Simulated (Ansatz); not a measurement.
The relaxed structure here is a generated cell of TiTe2: the first start was made by placing the elements on the sites of a structure type, and the end was not matched to a known phase here, so it may be hypothetical. Known forms of TiTe2 include space group No. 164.

One starting cell of TiTe$_{2}$ (a generated cell, TiTe2 placed in the baddeleyite structure type) was relaxed twice with Ansatz (plane waves, PAW, scalar-relativistic): with r2SCAN at 500 eV and with PBE at 420 eV. The r2SCAN result:

```
CELL_PARAMETERS angstrom
      6.76222     0.00000     0.00000
      0.00000     6.83436     0.00000
     -1.18369     0.00000     7.00845
ATOMIC_POSITIONS crystal
  Ti 0.28948 0.06087 0.20758
  Ti 0.71052 0.56087 0.29242
  Ti 0.71052 0.93913 0.79242
  Ti 0.28948 0.43913 0.70758
  Te 0.07530 0.34317 0.34161
  Te 0.92470 0.84317 0.15839
  Te 0.92470 0.65683 0.65839
  Te 0.07530 0.15683 0.84161
  Te 0.42970 0.76349 0.48787
  Te 0.57030 0.26349 0.01213
  Te 0.57030 0.23651 0.51213
  Te 0.42970 0.73651 0.98787
```

```json
[
 {"quantity": "space group", "r2SCAN": "P2₁/c", "PBE": "P2₁/c"},
 {"quantity": "volume (Å³/atom)", "r2SCAN": "26.99", "PBE": "___"},
 {"quantity": "a (Å)", "r2SCAN": "6.762", "PBE": "___"},
 {"quantity": "b (Å)", "r2SCAN": "6.834", "PBE": "___"},
 {"quantity": "c (Å)", "r2SCAN": "7.108", "PBE": "___"},
 {"quantity": "gap (eV, no spin-orbit coupling)", "r2SCAN": "0.00", "PBE": "___"}
]
```

Question: Fill in the PBE column.

Answer: 
- volume (Å³/atom), PBE: 27.08
- a (Å), PBE: 6.773
- b (Å), PBE: 6.800
- c (Å), PBE: 7.169
- gap (eV, no spin-orbit coupling), PBE: 0.00

Both levels end in the same structure; PBE's volume is within 0.5 % of r2SCAN's. Neither column is exact.

No spin polarisation in the result.

The run could not lose the symmetry of its start; a randomly shaken copy of 12 atoms returns to this structure.

Ansatz is a first-principles code.
